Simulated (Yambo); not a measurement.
```
CELL_PARAMETERS angstrom
      3.98333     0.00000     0.00000
      0.00000     2.86259     2.87534
      0.00000    -2.86259     2.87534
ATOMIC_POSITIONS crystal
  O  0.50000 0.97843 0.49135
  O  0.50000 0.49135 0.97843
  O  0.00000 0.48820 0.48820
  Ti 0.50000 0.51850 0.51850
  Ba 0.00000 0.00341 0.00341
```

BaTiO$_{3}$ (space group Amm2, No. 38): mean Im ε in 1 eV windows above the direct gap of 4.22 eV, for different electron-hole kernels (Yambo, broadening 0.15 eV, LDA (pw.x of Quantum ESPRESSO, ONCV potentials, scalar-relativistic) bands; 6×6×6 mesh, 9 valence and 7 conduction bands, static screening with 44 bands and a 3 Ry block, scissor 1.71 eV, Tamm-Dancoff; field along x).

| window (eV) | independent quasiparticles | BSE |
|---|---|---|
| 4.2 to 5.2 | 3.5 | 8.0 |
| 5.2 to 6.2 | 7.3 | 3.3 |
| 6.2 to 7.2 | 3.8 | 3.9 |
| 7.2 to 8.2 | 3.2 | 4.0 |

This run doesn't resolve bound excitons or single peaks, so only averages are given, and they too depend on the mesh; weight that the attraction moves below the gap isn't listed. All transitions below 9.07 eV are in the band window. The scissor comes from a G0W0 run whose convergence isn't established.

Geometry of the Materials Project entry, not relaxed at this level.

This is not the ordinary phase of the substance.
